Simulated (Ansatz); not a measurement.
# Two states of GdB$_{2}$Rh$_{3}$

```
B Gd Rh
1.0
     5.48046    0.00000    0.00000
    -2.74023    4.74622    0.00000
     0.00000    0.00000    3.15662
B Gd Rh
2 1 3
Direct
  0.33330 0.66670 0.00000
  0.66660 0.33330 0.00000
  0.00000 0.00000 0.00000
  0.50000 0.00000 0.50000
  0.50000 0.50000 0.50000
  0.00000 0.50000 0.50000
```

Level: r2SCAN; 500 eV; 4×4×6 (shifted by 0, 0, 0.5 steps) mesh; fermi-dirac occupations (width 0.1 eV); Ansatz 0.2.0, fixed geometry.

State A: no moments (no spin polarisation). State B: Gd3 up (collinear spin).

Task: Which state is lower, and how do they differ?

Result: State B is lower by 1360.0 meV an atom at zero smearing; in free energy at this smearing B lies -1350.2 meV an atom from A.

| state | free energy (meV/atom) | largest moment in a small sphere (μB) | net moment (μB/cell) | gap on mesh (eV) | pressure (GPa) | largest force (eV/Å) |
| --- | --- | --- | --- | --- | --- | --- |
| A | 1350.2 | 0.00 | 0.00 | metal | -7.1 | 0.00 |
| B | 0.0 | 7.11 | 7.14 | metal | -7.7 | 0.00 |

Origin: a database entry at a rescaled volume. Caveats: the k mesh is coarse if the cell is a metal; f shells without a U or exact exchange are poorly placed; open f shell without moments.
